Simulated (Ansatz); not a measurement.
## Moving the pressure in Si

The cell as given:

Symmetry: Fd-3m, No. 227, cubic system. Conventional cell: a = 5.444 Å, b = 5.444 Å, c = 5.444 Å, α = 90.00°, β = 90.00°, γ = 90.00°. Around Si (site symmetry -43m) lie 4 Si at 2.36 Å.

Kept alike: task relaxation of cell and atoms; functional PBEsol; k mesh 8 × 8 × 8; occupations fermi-dirac, width 0.05 eV; no spin polarisation. Program: Ansatz, all-electron LAPW, scalar-relativistic. The mesh is that of the run's cell of 2 atoms. No spin-orbit coupling.

| pressure, P (GPa) | volume (Å³/atom) |
| --- | --- |
| 0 | 20.044 |
| 5 | 19.100 |
| 10 | 18.343 |
| 20 | 17.166 |

The relaxations keep at least the cell's symmetry (Fd-3m). Runs of this series that gave no sound value for these columns are left out. The runs follow the start's structure, whether or not it is the stable one at these pressures. P is the pressure aimed at, which the runs meet within some hundredths to tenths of a GPa.

The volume falls from 20.044 to 17.166 Å³/atom between 0 and 20 GPa. The volume falls ever more slowly, since the solid stiffens under load. At the pressures aimed at, which the runs meet within some tenths of a GPa, the step from 0 to 5 GPa gives a mean bulk modulus near 104 GPa, the last step 151 GPa.
